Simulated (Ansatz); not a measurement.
Input and command of a plane-wave DFT calculation in Ansatz:

```yaml
crystal:
  lattice:
    - [0.0, 3.2899842045, 3.2899842045]
    - [3.2899842045, 0.0, 3.2899842045]
    - [3.2899842045, 3.2899842045, 0.0]
  atoms:
    - { symbol: Hg, position: [0.0, 0.0, 0.0] }
    - { symbol: Te, position: [0.25, 0.25, 0.25] }
basis:
  ecutwfc: 500
kpoints:
  mp_grid: { grid: [6, 6, 6] }
hamiltonian:
  xc: r2scan
scf:
  occupations: { method: gaussian, width: 0.1 }
  lower_state_search: "off"
output:
  forces: true
  stress: true
  eigenvalues: true
```

```bash
ansatz run input.yaml --threads 1 --pin off --max-ram 3072MiB --backend cpu --events-out ev --progress --plain --runs-dir out
```

Processor: Arm Neoverse V2, 1 thread, on a host shared with other jobs.

How long does it run, and how much memory does it take?

About 6.7 s on 1 thread of Arm Neoverse V2, with other jobs on the host, peak memory 0.52 GiB. It solves 22 bands at 16 k points (the mesh reduced by the symmetry that the task leaves, which can be less than the crystal's) with about 1807 plane waves, in 6 SCF iterations.
